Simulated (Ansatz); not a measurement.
Relaxed-ion elastic tensor of Ti (hcp (Mg type), P6_3/mmc) in GPa (Voigt order), plane-wave PAW r²SCAN (Ansatz code); density 4.59 g/cm³, 17.31 Å³ per atom.

|  | 1 | 2 | 3 | 4 | 5 | 6 |
|---|---|---|---|---|---|---|
| 1 | 178 | 98.2 | 76.0 | 0.0 | 0.0 | 0.0 |
| 2 | 98.2 | 178 | 76.0 | 0.0 | 0.0 | 0.0 |
| 3 | 76.0 | 76.0 | 196 | 0.0 | 0.0 | 0.0 |
| 4 | 0.0 | 0.0 | 0.0 | 47.7 | 0.0 | 0.0 |
| 5 | 0.0 | 0.0 | 0.0 | 0.0 | 47.7 | 0.0 |
| 6 | 0.0 | 0.0 | 0.0 | 0.0 | 0.0 | 39.8 |

### Question
Is the crystal mechanically stable?

### Answer
Yes: the smallest eigenvalue of C is 39.8 GPa.

### Question
Work out the Voigt, Reuss and Hill averages.

### Answer
K_V = 117, K_R = 117, K_H = 117; G_V = 47.1, G_R = 46.0, G_H = 46.6 GPa.

### Question
Give Young's modulus, Poisson's ratio, Pugh's ratio and the universal anisotropy index.

### Answer
E = 9KG/(3K + G) = 123 GPa; ν = 0.32; K/G = 2.51 (ductile by the Pugh limit of 1.75); A_U = 5G_V/G_R + K_V/K_R − 6 = 0.12.

### Question
Estimate the sound speeds and the Debye temperature.

### Answer
v_l = √((K + 4G/3)/ρ) = 6240 m/s, v_t = √(G/ρ) = 3190 m/s, mean 3570 m/s; Θ = (h/k)(3n/4πV)^(1/3) v_m = 411 K.

### Question
Solve the Christoffel equation for the three sound speeds along x, y, z.

### Answer
Eigenvalues of C_ijkl n_j n_l equal ρv². In km/s, slowest first: x 2.94, 3.22, 6.22; y 2.94, 3.22, 6.22; z 3.22, 3.22, 6.54.

### Question
How much does each axis shrink under pressure?

### Answer
Linear compressibilities β_i = Σ_j S_ij (j = 1 to 3): x 2.8, y 2.8, z 2.9 per TPa.

Symmetry was held in the r²SCAN relaxation. The run is not spin-polarised. As this level gives no gap, shear constants depend on the k-mesh and smearing (Fermi–Dirac, 0.1 eV here).

Potentials: the earlier of the program's two PAW sets.
